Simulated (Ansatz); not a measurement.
**How C stores the work of compression**

Level of theory: DFT LDA, scalar-relativistic, plane waves, PAW (Ansatz). (420 eV cutoff, 18×18×6 k-mesh, Gaussian smearing of 0.10 eV, no spin polarisation)

Reference structure (relaxed):

```yaml
crystal:
  lattice:
    - [1.22277, -2.11674, 0.00000]
    - [1.22277, 2.11674, 0.00000]
    - [0.00000, 0.00000, 6.73532]
  atoms:
    - { symbol: C, position: [0.08330, 0.91670, 0.75001] }
    - { symbol: C, position: [0.58330, 0.41670, 0.24999] }
    - { symbol: C, position: [0.91670, 0.08330, 0.24999] }
    - { symbol: C, position: [0.41670, 0.58330, 0.75001] }
```

Cell and atoms were relaxed at each target pressure within the start's symmetry (Fmmm), at zero temperature; other phases can be more stable under pressure. H = E + PV with P the target; E is the free energy at the smearing used, whose derivative the pressure is, per atom and counted from zero pressure. The mesh named is that at zero pressure; some other pressures ran on another.

```tsv
P (GPa)	V (Å³/atom)	E − E0 (meV)	H − H0 (meV)
0	8.716	0.0	0.0
1	8.453	0.7	53.5
4	7.989	7.5	206.9
12	7.349	37.6	588.0
25	6.774	102.1	1159.0
50	6.106	253.2	2158.7
90	5.487	516.8	3599.0
```

Thermodynamics gives dH/dP = V along a relaxed path. Integrate V over P by the trapezoid rule and compare with the computed enthalpies.

With 1 eV/Å³ = 160.22 GPa, each step adds the mean volume times ΔP / 160.22:
```tsv
P (GPa)	∫V dP (meV)	H − H0 (meV)	difference (meV)
1	53.6	53.5	0.1
4	207.5	206.9	0.6
12	590.4	588.0	2.4
25	1163.4	1159.0	4.4
50	2168.2	2158.7	9.5
90	3615.3	3599.0	16.4
```

V(P) curves upward, so the trapezoid rule runs high; integrating a smooth curve through the same points puts that excess at about 15.8 meV at 90 GPa, against the 16.4 meV found.

At 90 GPa, how much of the enthalpy change is stored energy and how much is the PV term?

E rises by 517 meV/atom and PV is 90 × 5.487 / 160.22 = 3082 meV/atom, so PV makes 86 % of ΔH. So between rival structures at high pressure a small difference in volume can outweigh the difference in energy: 1 % of this volume is worth 30.8 meV/atom at this pressure.

What bulk modulus do the lowest pressures give, and how is the compression shared among the axes?

From the pressures that the runs reached, -0.97 GPa (9.122 Å³) and 0.99 GPa (8.453 Å³), B = −ΔP/Δln V = 1.96 / 0.0761 = 26 GPa, a mean over that range. The linear compressibilities −Δln(length)/ΔP are 0.92 along a, 0.92 along b, 37.02 along c (in TPa⁻¹). With fixed angles they add up to 1/B: 38.85 against 38.76. Softest: c, at 95 % of the volume change per axis.

This form isn't the element's structure at ambient conditions.